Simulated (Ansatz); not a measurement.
# Property card for GePd

GePd (CsCl type, Pm-3m), a = 3.142 Å, b = 3.142 Å, c = 3.142 Å, α = 90.00°, β = 90.00°, γ = 90.00°.

Space group Pm-3m (No. 221), CsCl type; conventional cell a = b = c = 3.1424 Å, α = β = γ = 90.00°.

Method: plane-wave PAW r²SCAN (Ansatz code). Structure relaxed to zero pressure with the same functional. Other levels are named where they apply.

**Cell and energy**

- Volume per atom: 15.51 Å³
- Density: 9.58 g/cm³
- Formation energy from the elements (no fitted shifts): -154 meV/atom

**Electronic structure**

- Electronic character: metallic (no gap)
- Density of states at the Fermi level: 0.43 states/eV per atom (mean over ±0.08 eV)
- Gap with spin–orbit coupling: none (metallic)

**Mechanics**

Bulk modulus (Birch–Murnaghan fit): 1310 kbar
Pressure derivative B′: 5.9
Elastic constants (relaxed ions, GPa): C11 = 155, C12 = 125, C44 = 18.8
Mechanical stability: stable (all eigenvalues of C positive)
Hill bulk and shear moduli: 135 and 17.2 GPa
Young's modulus: 49.5 GPa
Poisson's ratio: 0.44
Debye temperature from the elastic constants: 182 K

**Charges**

- Bader charges: Pd -0.29, Ge +0.29 e

The cell is a constructed one: a structure type filled with these elements; neither database checked (COD, Materials Project) lists it. COD files the formula under space group No. 62. Whether it is the stable phase at ambient conditions was not checked. Symmetry was held in the r²SCAN relaxation; its stability against distortions is not shown here. The run is not spin-polarised. As this level gives no gap, shear constants depend on the k-mesh and smearing (Fermi–Dirac, 0.1 eV here). The references are the lowest solids computed at this level, not always the standard phases. Scalar-relativistic: spin–orbit coupling is off unless named, which matters more the heavier the elements.

Potentials: the earlier of the program's two PAW sets.
